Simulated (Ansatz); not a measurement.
# Notes on Rb$_{3}$Ru$_{2}$

```yaml
crystal:
  lattice:
    - [4.50822, 7.80846, 0.00000]
    - [-4.50822, 7.80846, 0.00000]
    - [0.00000, 0.00000, 4.50078]
  atoms:
    - { symbol: Ru, position: [0.00000, 0.00000, 0.00000] }
    - { symbol: Ru, position: [0.00000, 0.00000, 0.50000] }
    - { symbol: Ru, position: [0.33330, 0.33340, 0.25000] }
    - { symbol: Ru, position: [0.66660, 0.66670, 0.75000] }
    - { symbol: Rb, position: [0.38470, 0.70680, 0.25000] }
    - { symbol: Rb, position: [0.29320, 0.09150, 0.75000] }
    - { symbol: Rb, position: [0.90850, 0.38470, 0.25000] }
    - { symbol: Rb, position: [0.61530, 0.29320, 0.75000] }
    - { symbol: Rb, position: [0.70680, 0.90850, 0.25000] }
    - { symbol: Rb, position: [0.09150, 0.61530, 0.75000] }
```

Level: PBE, no spin polarisation; 420 eV; 5×5×8 Γ-centred mesh; gaussian occupations (width 0.0113 eV); Ansatz 0.2.0, fixed geometry.

Task: Is there a gap?

Result: It is a metal on this mesh, though the bands barely overlap, with about 41 states/eV a cell as the mean within 0.25 eV of the Fermi level, mostly Ru d (88 %).

Task: Where is the largest force?

Result: The largest is on Rb7 (and as large on other atoms): 0.22 eV/Å, components (0.00, 0.22, 0.00). It makes 84° with the line to a nearest neighbour, Ru4 at 3.28 Å.

Task: Is it stable against the elements?

Result: 1.53 eV an atom against the elements' usual phases (free molecules for gases, crystals otherwise, with no correction for O₂ or N₂), so at this geometry it isn't bound against them. Relaxing would lower it.

Task: Is the cell too large or too small?

Result: The pressure is 3.8 GPa (compression positive), so with the atoms held at these fractions the cell would first expand. The principal stresses 2.0, 4.7, 4.7 GPa differ, so its shape would change too.

Task: Which element gives electrons and which takes them?

Result: Bader charges in e: Rb +0.55, Ru -1.06 to -0.59. In the mean Rb gives up most and Ru takes most.

Task: What do density and ELF say about some of the short contacts?

Result: Ru–Ru at 2.25 Å: least valence density 0.85 e/Å³ and ELF 0.26 there. Ru–Rb at 3.28 Å: least valence density 0.11 e/Å³ and ELF 0.08 there. Rb–Rb at 3.86 Å: least valence density 0.03 e/Å³ and ELF 0.02 there, so no covalent bond. Both are smooth PAW fields, read partly inside the augmentation spheres.

Origin: a known structure type with other elements, at an estimated volume, so it need not be a known compound. Caveats: many states at the Fermi level without spin polarisation, so a magnetic state may lie lower.
